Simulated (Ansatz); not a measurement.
CdS (zinc blende)

```
CdS
1.0
    0.00000     5.92710     5.92710
    2.96355     2.96355     5.92710
    2.96355     2.96355     0.00000
S Cd
2 2
Direct
  0.00000   0.75000   0.75000
  0.50000   0.75000   0.75000
  0.00000   0.00000   0.00000
  0.50000   0.00000   0.00000
```

The atoms are displaced by Q × the pattern below (from a DFPT mode at X = (0.5, 0.5, 0.0), largest move 1; Q in Å), at fixed cell. It is one choice among 2 degenerate patterns. (q is in reciprocal vectors of the primitive cell; the cell shown is doubled to hold the pattern.)

```tsv
atom	x	y	z
S1	0.000	-1.000	0.000
S2	0.000	1.000	0.000
Cd3	0.185	0.000	0.000
Cd4	-0.185	0.000	0.000
```

All values below come from PBE (plane waves to 420 eV, PAW, scalar-relativistic; Ansatz, a first-principles code). k mesh 10×10×10 (Γ-centred), Fermi-Dirac smearing 0.05 eV. E stands for the smeared free energy. CdS was relaxed with its symmetry unable to fall. The PAW data are Ansatz's earlier set. The zero of ΔE is the undisplaced structure.

| Q (Å) | ΔE (meV/cell) |
|---|---|
| -0.180 | 280.9 |
| -0.150 | withheld |
| -0.120 | 124.6 |
| -0.090 | 70.0 |
| -0.060 | 31.1 |
| -0.030 | 7.8 |
| 0.000 | 0.0 |
| 0.030 | 7.8 |
| 0.060 | 31.1 |
| 0.090 | 70.0 |
| 0.120 | 124.6 |
| 0.150 | withheld |
| 0.180 | 280.9 |

Problem. Fit an even polynomial form (powers 2, 4) to the given rows and predict ΔE at Q = -0.150.

Solution. Least squares on the 11 given rows: ΔE = (8637)·Q² + (1018)·Q⁴, in meV/cell with Q in Å; root-mean-square residual 0.02 meV/cell. At -0.150 the fit gives 194.8 meV/cell; the calculation gives 194.9 meV/cell, so the interpolation is off by -0.1 (-0.1 %). The quadratic term alone would give 194.3 meV/cell.

(A displaced cell: forces are minus the slopes of the energy, force constants its curvatures, and phonons follow from these.)
